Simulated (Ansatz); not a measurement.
Li (bcc (W type), Im-3m) under volume change, DFT-r²SCAN in the program Ansatz with PAW potentials, shape and atoms relaxed at each volume.

| V (Å³/atom) | E − E(relaxed) (meV/atom) | P (GPa) |
|---|---|---|
| 19.130 | 7.9 | 1.44 |
| 19.761 | 3.4 | 0.90 |
| 20.391 | 0.8 | 0.42 |
| 21.022 | 0.0 | 0.00 |
| 21.653 | 0.7 | -0.37 |
| 22.283 | 2.8 | -0.69 |
| 22.914 | 6.1 | -0.98 |

### Question
What does a third-order Birch–Murnaghan fit give for V₀, B₀ and B′?

### Answer
V₀ = 21.02 Å³/atom, B₀ = 13.1 GPa, B′ = 3.3.

The cell was relaxed with r²SCAN under the symmetry of its start; of distortions, only those at the zone centre were tested.

Potentials: the later of the program's two PAW sets.
